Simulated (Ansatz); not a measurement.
TaSi$_{2}$:
```
CELL_PARAMETERS angstrom
      4.77987     0.00000     0.00000
     -2.38993     4.13949     0.00000
      0.00000     0.00000     6.55386
ATOMIC_POSITIONS crystal
  Ta 0.00000 0.50000 0.33333
  Ta 0.50000 0.00000 0.00000
  Ta 0.50000 0.50000 0.66667
  Si 0.84182 0.68363 0.00000
  Si 0.15818 0.84182 0.66667
  Si 0.31637 0.15818 0.33333
  Si 0.15818 0.31637 0.00000
  Si 0.84182 0.15818 0.66667
  Si 0.68363 0.84182 0.33333
```

Relaxed with r²SCAN. Special points in fractions of this cell's reciprocal vectors: Γ (0.000, 0.000, 0.000); M (0.500, 0.000, 0.000); K (0.333, 0.333, 0.000); A (0.000, 0.000, 0.500); L (0.500, 0.000, 0.500); H (0.333, 0.333, 0.500).

Question: List the band energies nearest the Fermi level at these points for the program Ansatz at the r²SCAN level (PAW).

Answer: In eV from the Fermi level; about four levels below and three above (degenerate sets whole), none deeper than 8.9 eV; points with the same levels are listed once.

```json
[
 {"k": "Γ", "below": "-2.67 -2.67 -2.39 -2.39 -1.73", "above": "0.83 3.17 3.17"},
 {"k": "M", "below": "-1.17 -0.80 -0.15 -0.12", "above": "0.89 1.23 1.60"},
 {"k": "K", "below": "-2.10 -2.10 -1.91 -1.85 -1.85", "above": "0.31 0.31 0.55"},
 {"k": "A", "below": "-2.42 -2.33 -2.04 -2.04", "above": "1.23 1.23 2.79 2.79"},
 {"k": "L", "below": "-2.16 -1.97 -0.75 -0.35", "above": "1.62 2.07 2.64"},
 {"k": "H", "below": "-0.85 -0.85 -0.19 -0.19", "above": "1.01 1.68 1.68"}
]
```

Space group P6_422. The workflow started from a Materials Project entry (that database holds measured and hypothetical structures alike); the Crystallography Open Database files this formula in space group No. 181, but the cells were not matched. Whether it is the stable phase at ambient conditions was not checked. The r²SCAN relaxation kept the symmetry of its start; its stability against distortions is not shown here. No spin polarisation was allowed. Scalar-relativistic: spin–orbit coupling is off unless named, which matters more the heavier the elements.

Potentials: the later of the program's two PAW sets.
